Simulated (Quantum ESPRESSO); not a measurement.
## One change at a time to Mo2PdW2Zr3

These are calculations, not measurements. They come from Quantum ESPRESSO 7.5, a public plane-wave density functional program. Each row is one single-point run on a made-up periodic cell of eight metal atoms, with elements, volume, strain and displacements drawn at random and not relaxed, so a cell may be unstable or far from any real phase. There is no spin polarisation or spin-orbit coupling.

Settings: PBE unless stated; PseudoDojo standard norm-conserving files; Fermi-Dirac width 0.25 eV, which means electrons at about 2900 K; cutoff 1116 eV; 8 x 4 x 4 k mesh shifted half a step off Gamma. E is the free energy of the whole cell (internal energy minus TS), so a -TS column is already part of it. Stress is positive in tension, and the pressure P is minus a third of its trace.

Checks: one run of this series was repeated at a higher cutoff and on a denser mesh, which moved values by no more than 0.003 eV, 0.04 GPa and 0.003 eV/Å, and a second program with other atomic files agreed on it to 2 % rms in force and 0.5 GPa in pressure. Known limits: heavy elements are run without spin-orbit coupling, which real alloys of them have; a spin test at this wide smearing found no moment, but such smearing suppresses magnetism that the real alloy may have.

The lattice is face-centred cubic, and the cell vectors in Å are (-0.011, 2.101, 2.117); (-4.214, 4.142, -4.152); (-4.358, -4.191, 4.247), a volume of 151.21 Å³ in run 1. The elements on sites 1 to 8 are Zr Mo Zr Zr Pd W W Mo. Each later run makes one change to run 1 and keeps the rest. E is counted from run 1, and is n/a where other atomic files have another zero of energy.

```
run                           change  V (Å³)  P (GPa)  -TS (eV)  rms force (eV/Å)  largest change of a force component (eV/Å)  E (eV)
  1                             none  151.21    -4.16    -2.081             0.707                                       0.000   0.000
  2          sites 2 and 6 exchanged  151.21    -4.25    -2.094             0.700                                       0.114  -0.042
  3    all lengths scaled by -1.30 %  145.39     2.14    -1.999             0.788                                       0.225  -0.040
  4              LDA in place of PBE  151.21   -13.80    -2.100             0.646                                       0.243     n/a
  5                     Al on site 5  151.21    -3.07    -1.924             0.637                                       0.337     n/a
  6  site 8 moved by +0.18 Å along x  151.21    -4.04    -2.079             0.778                                       0.896       ?
```

## Worked estimate

Along the move dE = -F dx. The force on site 8 along x is -0.500 eV/Å in run 1 and -1.397 eV/Å in run 6, and the move is +0.18 Å, so the mean force times the move gives an estimate.

## Withheld value

Question: what E should run 6 give?

The estimate is 0.171 eV. The calculation gave 0.171 eV.
